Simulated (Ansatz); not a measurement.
RuW in space group P-6m2 (No. 187; Ru on 1b, W on 1e) at seven volumes, the program Ansatz at the PBEsol level (PAW), shape and atoms relaxed at each. One row is withheld.

```json
[
 {"V (Å³/atom)": "13.227", "P (GPa)": "37.68"},
 {"V (Å³/atom)": "13.663", "P (GPa)": "?"},
 {"V (Å³/atom)": "14.099", "P (GPa)": "10.59"},
 {"V (Å³/atom)": "14.535", "P (GPa)": "0.01"},
 {"V (Å³/atom)": "14.971", "P (GPa)": "-8.98"},
 {"V (Å³/atom)": "15.407", "P (GPa)": "-16.62"},
 {"V (Å³/atom)": "15.843", "P (GPa)": "-23.08"}
]
```

Question: Fit the shown pressures and predict the withheld one.

Answer: Third-order Birch–Murnaghan: P = (3/2)B₀(x^(7/2) − x^(5/2))[1 + (3/4)(B′ − 4)(x − 1)] with x = (V₀/V)^(2/3). Least squares on the six rows gives V₀ = 14.535 Å³/atom, B₀ = 324.2 GPa, B′ = 4.42. At V = 13.663, x = 1.0421 and P = 23.00 GPa. The run itself gave 23.04 GPa.

The first step of the workflow began from a Materials Project structure, measured or hypothetical; the Crystallography Open Database copy checked does not list it. With Ru and W taken as one species the cell has the higher symmetry P6_3/mmc, so it may be an ordered model of a mixed-site phase. Its standing as an ambient phase is unchecked. The PBEsol relaxation kept the symmetry of its start; its stability against distortions is not shown here. No spin polarisation was allowed. Scalar-relativistic: spin–orbit coupling is off unless named, which matters more the heavier the elements.

Potentials: the later of the program's two PAW sets.
